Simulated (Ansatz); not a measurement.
# ScIr3C, first-principles data

ScIr₃C:
```cif
data_CIr3Sc
_chemical_formula_sum 'Sc1 Ir3 C1'
_space_group_name_H-M_alt 'Pm-3m'
_space_group_IT_number 221
_space_group_name_Hall '-P 4 2 3'
_cell_length_a 4.13049
_cell_length_b 4.13049
_cell_length_c 4.13049
_cell_angle_alpha 90.000
_cell_angle_beta 90.000
_cell_angle_gamma 90.000
loop_
_atom_site_label
_atom_site_type_symbol
_atom_site_symmetry_multiplicity
_atom_site_Wyckoff_symbol
_atom_site_fract_x
_atom_site_fract_y
_atom_site_fract_z
_atom_site_occupancy
Sc1 Sc 1 a 0.00000 0.00000 0.00000 1
Ir1 Ir 3 c 0.00000 0.50000 0.50000 1
C1 C 1 b 0.50000 0.50000 0.50000 1
```

Space group Pm-3m (No. 221), anti-perovskite; conventional cell a = b = c = 4.130 Å, α = β = γ = 90.00°.

Method: PBE in the plane-wave PAW code Ansatz. The cell and atoms are relaxed at this level. Other levels are named where they apply.

### Cell and energy

```json
{
  "volume_per_atom": "14.09 Å³",
  "density": "14.93 g/cm³",
  "Formation energy from the elements (no fitted shifts)": "-0.23 eV/atom"
}
```

### Electronic structure

```json
{
  "electronic_character": "metallic (no gap)",
  "Density of states at the Fermi level": "0.36 states/eV per atom (mean over ±0.08 eV)",
  "Gap with spin–orbit coupling": "none (metallic)"
}
```

### Mechanics

```json
{
 "Bulk modulus (Birch–Murnaghan fit)": "251 GPa",
 "Pressure derivative B′": "4.6"
}
```

The start of the workflow was typed in or built on a structure type; neither database checked (COD, Materials Project) lists it. Its standing as an ambient phase is unchecked. The cell was relaxed with PBE under the symmetry of its start; its stability against distortions is not shown here. No spin polarisation was allowed. The references are the lowest solids computed at this level, not always the standard phases. Scalar-relativistic: spin–orbit coupling is off unless named, which matters more the heavier the elements.

Potentials: the earlier of the program's two PAW sets.
